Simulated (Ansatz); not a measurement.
K₂TiF₆, a database entry at a rescaled volume

```yaml
crystal:
  lattice:
    - [5.71780, 0.00000, 0.00000]
    - [-2.85890, 4.95176, 0.00000]
    - [0.00000, 0.00000, 4.64919]
  atoms:
    - { symbol: K, position: [0.33333, 0.66667, 0.69254] }
    - { symbol: K, position: [0.66667, 0.33333, 0.30746] }
    - { symbol: Ti, position: [0.00000, 0.00000, 0.00000] }
    - { symbol: F, position: [0.15549, 0.31099, 0.22237] }
    - { symbol: F, position: [0.68901, 0.84451, 0.22237] }
    - { symbol: F, position: [0.15549, 0.84451, 0.22237] }
    - { symbol: F, position: [0.31099, 0.15549, 0.77763] }
    - { symbol: F, position: [0.84451, 0.68901, 0.77763] }
    - { symbol: F, position: [0.84451, 0.15549, 0.77763] }
```

Level: r2SCAN, no spin polarisation; 500 eV; 5×5×6 Γ-centred mesh; fermi-dirac occupations (width 0.1 eV); Ansatz 0.2.0, fixed geometry.

(1) Is there a gap, and of what kind?

(2) How is the charge shared?

(3) Where is the largest force?

(4) Describe some of the short contacts.

Origin: a database entry at a rescaled volume.

Answers

(1) The gap is 5.69 eV, indirect (the least direct gap found is 5.70 eV).

(2) Bader charges in e: K +0.92, Ti +2.53, F -0.73. In the mean Ti gives up most and F takes most.

(3) The largest is on F5 (and as large on other atoms): 0.52 eV/Å, components (-0.36, -0.21, 0.31). It makes 177° with the line to a nearest neighbour, Ti3 at 1.85 Å, pointing away from it.

(4) Ti–F at 1.85 Å: least valence density 0.83 e/Å³ and ELF 0.18 there. K–F at 2.81 Å: least valence density 0.07 e/Å³ and ELF 0.02 there, a closed-shell (ionic or weak) contact. These are pseudo-fields; inside the PAW spheres they differ from the all-electron ones.
